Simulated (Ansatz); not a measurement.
InP with Se replacing P: do the settings matter for the field gradients?

This input was run with Ansatz:

```yaml
crystal:
  lattice:
    - [0.0, 8.7915, 8.7915]
    - [8.7915, 0.0, 8.7915]
    - [8.7915, 8.7915, 0.0]
  atoms:
    - { symbol: In, position: [0.0, 0.0, 0.0] }
    - { symbol: In, position: [0.0, 0.0, 0.3333333333] }
    - { symbol: In, position: [0.0, 0.0, 0.6666666667] }
    - { symbol: In, position: [0.0, 0.3333333333, 0.0] }
    - { symbol: In, position: [0.0, 0.3333333333, 0.3333333333] }
    - { symbol: In, position: [0.0, 0.3333333333, 0.6666666667] }
    - { symbol: In, position: [0.0, 0.6666666667, 0.0] }
    - { symbol: In, position: [0.0, 0.6666666667, 0.3333333333] }
    - { symbol: In, position: [0.0, 0.6666666667, 0.6666666667] }
    - { symbol: In, position: [0.3333333333, 0.0, 0.0] }
    - { symbol: In, position: [0.3333333333, 0.0, 0.3333333333] }
    - { symbol: In, position: [0.3333333333, 0.0, 0.6666666667] }
    - { symbol: In, position: [0.3333333333, 0.3333333333, 0.0] }
    - { symbol: In, position: [0.3333333333, 0.3333333333, 0.3333333333] }
    - { symbol: In, position: [0.3333333333, 0.3333333333, 0.6666666667] }
    - { symbol: In, position: [0.3333333333, 0.6666666667, 0.0] }
    - { symbol: In, position: [0.3333333333, 0.6666666667, 0.3333333333] }
    - { symbol: In, position: [0.3333333333, 0.6666666667, 0.6666666667] }
    - { symbol: In, position: [0.6666666667, 0.0, 0.0] }
    - { symbol: In, position: [0.6666666667, 0.0, 0.3333333333] }
    - { symbol: In, position: [0.6666666667, 0.0, 0.6666666667] }
    - { symbol: In, position: [0.6666666667, 0.3333333333, 0.0] }
    - { symbol: In, position: [0.6666666667, 0.3333333333, 0.3333333333] }
    - { symbol: In, position: [0.6666666667, 0.3333333333, 0.6666666667] }
    - { symbol: In, position: [0.6666666667, 0.6666666667, 0.0] }
    - { symbol: In, position: [0.6666666667, 0.6666666667, 0.3333333333] }
    - { symbol: In, position: [0.6666666667, 0.6666666667, 0.6666666667] }
    - { symbol: Se, position: [0.0833333333, 0.0833333333, 0.0833333333] }
    - { symbol: P, position: [0.0833333333, 0.0833333333, 0.4166666667] }
    - { symbol: P, position: [0.0833333333, 0.0833333333, 0.75] }
    - { symbol: P, position: [0.0833333333, 0.4166666667, 0.0833333333] }
    - { symbol: P, position: [0.0833333333, 0.4166666667, 0.4166666667] }
    - { symbol: P, position: [0.0833333333, 0.4166666667, 0.75] }
    - { symbol: P, position: [0.0833333333, 0.75, 0.0833333333] }
    - { symbol: P, position: [0.0833333333, 0.75, 0.4166666667] }
    - { symbol: P, position: [0.0833333333, 0.75, 0.75] }
    - { symbol: P, position: [0.4166666667, 0.0833333333, 0.0833333333] }
    - { symbol: P, position: [0.4166666667, 0.0833333333, 0.4166666667] }
    - { symbol: P, position: [0.4166666667, 0.0833333333, 0.75] }
    - { symbol: P, position: [0.4166666667, 0.4166666667, 0.0833333333] }
    - { symbol: P, position: [0.4166666667, 0.4166666667, 0.4166666667] }
    - { symbol: P, position: [0.4166666667, 0.4166666667, 0.75] }
    - { symbol: P, position: [0.4166666667, 0.75, 0.0833333333] }
    - { symbol: P, position: [0.4166666667, 0.75, 0.4166666667] }
    - { symbol: P, position: [0.4166666667, 0.75, 0.75] }
    - { symbol: P, position: [0.75, 0.0833333333, 0.0833333333] }
    - { symbol: P, position: [0.75, 0.0833333333, 0.4166666667] }
    - { symbol: P, position: [0.75, 0.0833333333, 0.75] }
    - { symbol: P, position: [0.75, 0.4166666667, 0.0833333333] }
    - { symbol: P, position: [0.75, 0.4166666667, 0.4166666667] }
    - { symbol: P, position: [0.75, 0.4166666667, 0.75] }
    - { symbol: P, position: [0.75, 0.75, 0.0833333333] }
    - { symbol: P, position: [0.75, 0.75, 0.4166666667] }
    - { symbol: P, position: [0.75, 0.75, 0.75] }
total_charge: 1
kpoints:
  mp_grid: { grid: [1, 1, 1] }
scf:
  occupations: { method: fermi_dirac, width: 0.01 }
  lower_state_search: light
hamiltonian:
  xc: pbe
  pseudopotentials: { kind: paw }
output:
  forces: true
  stress: true
  populations: true
  efg: { quadrupole_moments_barn: { In: 0.772 }, contact_densities: true }
basis:
  ecutwfc: "300 eV"
```

```sh
ansatz run input.yaml --threads 4 --pin off --max-ram 8192MiB --backend cpu --events-out ev --progress --plain --runs-dir out
```

It converged. Of its output the block on the nuclei alone is shown, without the SCF iterations, energies, forces and stress (one atom of each set):

```
--- PAW observables at the nuclei: V_zz in 10²¹ V/m², potentials from the cell's mean, atoms counted from 1 ---
  atom   1  In V_zz =   +12.279210   η = 0.0000   by run symmetry: allowed   C_q = +229.2145 MHz
            electrostatic potential = -7935.918464 V   contact ρ = 1132994.141779 e/Å³
  atom   3  In V_zz =    -1.217274   η = 0.3867   by run symmetry: allowed   C_q = -22.7227 MHz
            electrostatic potential = -7936.353933 V   contact ρ = 1132989.796905 e/Å³
  atom   5  In V_zz =    +0.793123   η = 0.8894   by run symmetry: allowed   C_q = +14.8051 MHz
            electrostatic potential = -7936.411658 V   contact ρ = 1132990.197104 e/Å³
  atom  14  In V_zz =    -0.000000   η = 0.0000   by run symmetry: forbidden   C_q = -0.0000 MHz
            electrostatic potential = -7936.477552 V   contact ρ = 1132990.157558 e/Å³
  atom  18  In V_zz =    +0.179702   η = 0.0000   by run symmetry: allowed   C_q = +3.3545 MHz
            electrostatic potential = -7936.488312 V   contact ρ = 1132990.034780 e/Å³
  atom  28  Se V_zz =    -0.000000   η = 0.0000   by run symmetry: forbidden
            electrostatic potential = -4708.910733 V   contact ρ = 262868.064561 e/Å³
  atom  29  P  V_zz =    +1.565807   η = 0.1026   by run symmetry: allowed
            electrostatic potential = -1495.554983 V   contact ρ = 16017.269145 e/Å³
  atom  32  P  V_zz =    -0.264829   η = 0.0000   by run symmetry: allowed
            electrostatic potential = -1495.704688 V   contact ρ = 16017.129284 e/Å³
  atom  36  P  V_zz =    -0.363486   η = 0.0000   by run symmetry: allowed
            electrostatic potential = -1495.701359 V   contact ρ = 16017.178058 e/Å³
  atom  42  P  V_zz =    -0.165138   η = 0.4688   by run symmetry: allowed
            electrostatic potential = -1495.743826 V   contact ρ = 16017.180145 e/Å³
```

**Question.** Can these gradients be trusted, and how do they compare with a run on standard settings?

**Answer.** Not as converged values. Against the standard input the change is `scf.lower_state_search`: not typed → light; `kpoints.mp_grid.grid`: [2, 2, 2] → [1, 1, 1]; `basis.ecutwfc`: not typed → 300 eV. A site carries the number of its first atom; V_zz in 10²¹ V/m².

```
site  atom  V_zz standard  η standard  V_zz here  η here
 In1     1          10.73        0.00      12.28    0.00
 In3     3          -1.20        0.44      -1.22    0.39
 In5     5           0.66        0.99       0.79    0.89
In18    18           0.13        0.00       0.18    0.00
  Se    28           0.00           –       0.00       –
 P29    29           1.35        0.17       1.57    0.10
 P32    32          -0.28        0.00      -0.26    0.00
 P36    36          -0.33        0.00      -0.36    0.00
 P42    42          -0.13        0.42      -0.17    0.47
```

The largest change of V_zz is on In1, from 10.73 to 12.28. In per cent, |V_zz| changes by +2 to +21 on In, +16 on P (all sites that start above 0.5). Other sites without a gradient aren't listed. SCF iterations: 8 and 8. New warnings: cutoff below recommended. In the changed run the cutoff of 300 eV lies below the one recommended for these PAW files and the k-mesh is coarser than the standard one, so its values aren't converged ones.

On the reference run: The defect repeats with the cell of 54 atoms, so it feels its images: sites between two images don't show the values beside a lone defect, and zeros or small values of η there can come from the images' arrangement. A uniform background compensates the cell's charge. Without spin–orbit coupling (the program notes it for In) the gradients can shift somewhat, as the gap is small. With a gap of 0.5 eV on this mesh, small gradients can still move by 0.1 × 10²¹ V/m² or more as the k-mesh gets denser. The neighbours have not yet relaxed around the defect (largest force 1.7 eV/Å), so a real crystal will differ.
